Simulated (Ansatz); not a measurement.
Al$_{2}$Cu (fluorite or antifluorite type, Fm-3m) at seven volumes, plane-wave PAW r²SCAN (Ansatz code), scaled uniformly. One row is withheld.

| V (Å³/atom) | P (GPa) |
|---|---|
| 14.299 | 12.35 |
| 14.771 | ? |
| 15.242 | 3.48 |
| 15.714 | 0.00 |
| 16.185 | -2.97 |
| 16.656 | -5.49 |
| 17.128 | -7.63 |

Question: Fit the shown pressures and predict the withheld one.

Answer: P = (3/2)B₀(x^(7/2) − x^(5/2))[1 + (3/4)(B′ − 4)(x − 1)] with x = (V₀/V)^(2/3). Least squares on the six rows gives V₀ = 15.713 Å³/atom, B₀ = 107 GPa, B′ = 4.33. At V = 14.771, x = 1.0421 and P = 7.56 GPa. The run itself gave 7.56 GPa.

The workflow started from a Materials Project entry (that database holds measured and hypothetical structures alike); the Crystallography Open Database copy checked does not list it. It is not the phase usual at ambient conditions (space group No. 140). The r²SCAN relaxation kept the symmetry of its start; its stability against distortions is not shown here. The run is not spin-polarised.

Potentials: the later of the program's two PAW sets.
